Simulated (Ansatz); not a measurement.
Here is the system:

ZnS:
```
CELL_PARAMETERS angstrom
      0.00000     2.71263     2.71263
      2.71263     0.00000     2.71263
      2.71263     2.71263     0.00000
ATOMIC_POSITIONS crystal
  S  0.75000 0.75000 0.75000
  Zn 0.00000 0.00000 0.00000
```

This is the HSE06-relaxed structure.

### Question
All from plane-wave PAW HSE06 (Ansatz code), unless another level is named. Predict the band gap.

### Answer
3.28 eV (direct).

### Question
And the valence-band maximum?

### Answer
at Γ.

Space group F-43m (zinc blende). The cell was relaxed with HSE06 under the symmetry of its start. The hybrid was solved on a coarse mesh, the path and, where they were found, the r²SCAN edge points; its band edges are the extreme levels among these.

Potentials: the later of the program's two PAW sets.
